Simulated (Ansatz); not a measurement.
Method: DFT PBE, scalar-relativistic, plane waves, PAW (Ansatz 0.2.0). Cutoff 420 eV, Γ-centred 6×6×6 mesh (16-atom cell), Gaussian smearing of 0.10 eV, collinear spin.

Energies over the elements count from the elements' standard structures at the same level (N₂ as a molecule), with no fitted energy shifts.

Question: Propose a candidate for a cubic metal made of C, Cr, N, Rb and Y, with a formation energy near −0.33 eV/atom and about 21 Å³ per atom, in a cell of 16 atoms.

Answer: Rb2YCrC6N6, space group Fm-3m (No. 225). Rb has 12 N at 3.89 Å and 12 C at 3.95 Å; Y is surrounded by 6 N at 2.33 Å; around Cr lie 6 C at 1.95 Å; C is surrounded by 1 N at 1.19 Å, 1 Cr at 1.95 Å, 4 C at 2.76 Å, 1 Y at 3.52 Å, 4 N at 3.70 Å, 1 C at 3.91 Å and 4 Rb at 3.95 Å; around N lie 1 C at 1.19 Å, 1 Y at 2.33 Å, 1 Cr at 3.14 Å, 4 N at 3.30 Å, 4 C at 3.70 Å and 4 Rb at 3.89 Å.

```cif
data_structure
_symmetry_space_group_name_H-M 'P 1'
_symmetry_Int_Tables_number 1
_cell_length_a 7.7452
_cell_length_b 7.7452
_cell_length_c 7.7452
_cell_angle_alpha 60.000
_cell_angle_beta 60.000
_cell_angle_gamma 60.000
_cell_volume 328.54
loop_
_atom_site_label
_atom_site_type_symbol
_atom_site_fract_x
_atom_site_fract_y
_atom_site_fract_z
_atom_site_occupancy
Rb1 Rb 0.25000 0.25000 0.25000 1
Rb2 Rb 0.75000 0.75000 0.75000 1
Y1 Y 0.50000 0.50000 0.50000 1
Cr1 Cr 0.00000 0.00000 0.00000 1
C1 C 0.82172 0.17828 0.17828 1
C2 C 0.17828 0.82172 0.17828 1
C3 C 0.17828 0.17828 0.82172 1
C4 C 0.17828 0.82172 0.82172 1
C5 C 0.82172 0.17828 0.82172 1
C6 C 0.82172 0.82172 0.17828 1
N1 N 0.71311 0.28689 0.28689 1
N2 N 0.28689 0.71311 0.28689 1
N3 N 0.28689 0.28689 0.71311 1
N4 N 0.28689 0.71311 0.71311 1
N5 N 0.71311 0.28689 0.71311 1
N6 N 0.71311 0.71311 0.28689 1
```

| Property | Result |
| --- | --- |
| Volume per atom | 20.53 Å³ |
| Density | 2.37 g/cm³ |
| Formation energy | −0.33 eV/atom |
| Gap on the 6×6×6 mesh of the 16-atom cell | 0 eV (a metal) |
| Net moment per atom | 0.06 μB |
| Moment by site | Cr 0.7 μB |

It was reached by relaxing an invented guess, and it needn't be the stable form of this composition. The answer needn't be unique; the calculation gave this one.

In such compounds of Cr a zero gap at this level may well be an artefact, since no Hubbard U is applied. The reference form of C is held partly by dispersion forces, which this level lacks. The magnetic state reached may not be the lowest. A structure relaxed within its symmetry needn't be a true minimum. Site moments count only spheres around the atoms; the net moment includes the space between them.
